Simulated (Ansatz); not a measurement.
All cells below were computed with r2SCAN (plane-wave PAW, Ansatz 0.2.0, no spin polarisation, atoms fixed as given).

Task: Rank them by pressure, from most stretched to most compressed.
A.
LaHg2 (500 eV, 8×8×10 mesh on the cell that ran, as a rule the primitive one, fermi-dirac 0.0618 eV)
```cif
data_structure
_symmetry_space_group_name_H-M 'P6/mmm'
_symmetry_Int_Tables_number 191
_cell_length_a 4.8806
_cell_length_b 4.8806
_cell_length_c 3.5198
_cell_angle_alpha 90.000
_cell_angle_beta 90.000
_cell_angle_gamma 120.000
_cell_volume 72.61
loop_
_atom_site_label
_atom_site_type_symbol
_atom_site_symmetry_multiplicity
_atom_site_Wyckoff_symbol
_atom_site_fract_x
_atom_site_fract_y
_atom_site_fract_z
_atom_site_occupancy
La1 La 1 a 0.00000 0.00000 0.00000 1
Hg1 Hg 2 d 0.33333 0.66667 0.50000 1
```
B.
NbPd3 (500 eV, 11×11×11 mesh on the cell that ran, as a rule the primitive one, fermi-dirac 0.0198 eV)
```cif
data_structure
_symmetry_space_group_name_H-M 'I4/mmm'
_symmetry_Int_Tables_number 139
_cell_length_a 3.9169
_cell_length_b 3.9169
_cell_length_c 8.0564
_cell_angle_alpha 90.000
_cell_angle_beta 90.000
_cell_angle_gamma 90.000
_cell_volume 123.60
loop_
_atom_site_label
_atom_site_type_symbol
_atom_site_symmetry_multiplicity
_atom_site_Wyckoff_symbol
_atom_site_fract_x
_atom_site_fract_y
_atom_site_fract_z
_atom_site_occupancy
Nb1 Nb 2 a 0.00000 0.00000 0.00000 1
Pd1 Pd 4 d 0.00000 0.50000 0.25000 1
Pd2 Pd 2 b 0.50000 0.50000 0.00000 1
```
C.
Ca (500 eV, 11×11×11 mesh on the cell that ran, as a rule the primitive one, fermi-dirac 0.1 eV)
Space group Im-3m (No. 229). a = 4.355 Å, b = 4.355 Å, c = 4.355 Å, α = 90.00°, β = 90.00°, γ = 90.00°
```
atom  site  symmetry       x       y       z
  Ca    2a      m-3m  0.0000  0.0000  0.0000
```

Result: B (-2.5 GPa), C (0.9 GPa), A (7.2 GPa).

Origins: NbPd3, a database entry at a rescaled volume; LaHg2, a known structure type with other elements, at an estimated volume; Ca, a database entry at a rescaled volume.
